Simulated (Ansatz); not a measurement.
MoHS$_{2}$:
```xyz
8
Lattice="3.2720 0.0000 0.0000 -1.6360 2.8336 0.0000 0.0000 0.0000 12.6567" Properties=species:S:1:pos:R:3 pbc="T T T"
S      1.6360     0.9445     0.0007
Mo     0.0000     1.8891     1.5573
S      1.6360     0.9445     3.0364
H      1.6360     0.9445     4.4348
S      0.0000     1.8891     6.3291
Mo     1.6360     0.9445     7.8857
S      0.0000     1.8891     9.3647
H      0.0000     1.8891    10.7631
```

Relaxed with r²SCAN+D4. Special points in fractions of this cell's reciprocal vectors: Γ (0.000, 0.000, 0.000); M (0.500, 0.000, 0.000); K (0.333, 0.333, 0.000); A (0.000, 0.000, 0.500); L (0.500, 0.000, 0.500); H (0.333, 0.333, 0.500).

Problem. List the band energies nearest the Fermi level at these points for DFT-r²SCAN+D4 in the program Ansatz with PAW potentials.

Solution. In eV from the Fermi level; about four levels below and three above (degenerate sets whole), none deeper than 8.9 eV; points with the same levels are listed once.

```
k                                below                above
-  -----------------------------------  -------------------
Γ              -3.68 -3.68 -2.57 -1.77  0.62 0.62 0.65 0.65
M              -3.58 -3.42 -2.89 -2.68       0.33 0.38 0.62
K              -1.96 -1.85 -0.41 -0.41       0.52 0.52 0.71
A  -3.70 -3.70 -3.70 -3.70 -2.06 -2.06  0.63 0.63 0.63 0.63
L              -3.50 -3.50 -2.78 -2.78  0.35 0.35 0.76 0.76
H              -1.91 -1.91 -0.41 -0.41  0.57 0.57 1.16 1.16
```

Space group P6_3mc. The cell is a constructed one: a structure type filled with these elements; neither database checked (COD, Materials Project) lists it. Its standing as an ambient phase is unchecked. Symmetry was held in the r²SCAN+D4 relaxation; whether a distortion lowers the energy is not shown. The run is not spin-polarised. Spin–orbit coupling is left out wherever it is not named.

Potentials: the later of the program's two PAW sets.
